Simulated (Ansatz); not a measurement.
AlAs:
```yaml
crystal:
  lattice:
    - [0.00000, 2.81453, 2.81453]
    - [2.81453, 0.00000, 2.81453]
    - [2.81453, 2.81453, 0.00000]
  atoms:
    - { symbol: As, position: [0.75000, 0.75000, 0.75000] }
    - { symbol: Al, position: [0.00000, 0.00000, 0.00000] }
```

Relaxed with LDA. Special points in fractions of this cell's reciprocal vectors: Γ (0.000, 0.000, 0.000); X (0.500, 0.000, 0.500); U (0.625, 0.250, 0.625); K (0.375, 0.375, 0.750); L (0.500, 0.500, 0.500); W (0.500, 0.250, 0.750).

List the band energies nearest the valence-band maximum at these points for the program Ansatz at the LDA level (PAW).

In eV from the valence-band maximum; about four levels below and three above (degenerate sets whole), none deeper than 8.9 eV; points with the same levels are listed once.

| k | below | above |
|---|---|---|
| Γ | 0.00 0.00 0.00 | 1.98 4.30 4.30 4.30 |
| X | -5.49 -2.20 -2.20 | 1.32 2.21 10.32 10.32 |
| U | -5.23 -3.49 -1.83 | 2.15 4.94 8.19 |
| L | -5.66 -0.83 -0.83 | 2.08 4.67 4.67 |
| W | -5.13 -3.25 -2.88 | 4.26 5.66 5.69 |

Space group F-43m (zinc blende). The cell was relaxed with LDA under the symmetry of its start; phonons on a q-mesh show no instability. Spin–orbit coupling is left out wherever it is not named.

Potentials: the later of the program's two PAW sets.
